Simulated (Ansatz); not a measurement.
Given:

Relaxed CdS (zinc blende):

```
CdS
1.0
    0.00000     5.92710     5.92710
    2.96355     2.96355     5.92710
    2.96355     2.96355     0.00000
S Cd
2 2
Direct
  0.00000   0.75000   0.75000
  0.50000   0.75000   0.75000
  0.00000   0.00000   0.00000
  0.50000   0.00000   0.00000
```

A phonon eigenvector at X = (0.5, 0.5, 0.0) is frozen into this cell: atom i moves by Q times the vector below, so Q is the largest atomic displacement, in Å. The cell is held. (q is in reciprocal vectors of the primitive cell; the cell shown is doubled to hold the pattern.)

| atom | x | y | z |
|---|---|---|---|
| S1 | 0.000 | 0.000 | -1.000 |
| S2 | 0.000 | 0.000 | 1.000 |

Atoms not listed stay in place.

Method: PBE (plane waves to 420 eV, PAW, scalar-relativistic; Ansatz, an electronic-structure program). k mesh 10×10×10 (Γ-centred), Fermi-Dirac smearing 0.05 eV. Energies are smeared free energies. CdS was relaxed with its symmetry unable to fall. The PAW data are Ansatz's earlier set. ΔE is measured from the undisplaced structure.

The scan covers Q from -0.280 to 0.280 Å in 13 points.

Problem. Which space group does the distorted structure have?

Solution. P-4m2 (No. 115), lowered from F-43m.

Problem. What is the energy change at Q = 0.280 Å?

Solution. 672 meV/cell.

Problem. What harmonic wavenumber does the curvature at Q = 0 give?

Solution. 271 cm⁻¹.

(For displaced atoms, the force is minus the slope of the energy, and its curvature is a force constant, which sets phonon frequencies.)
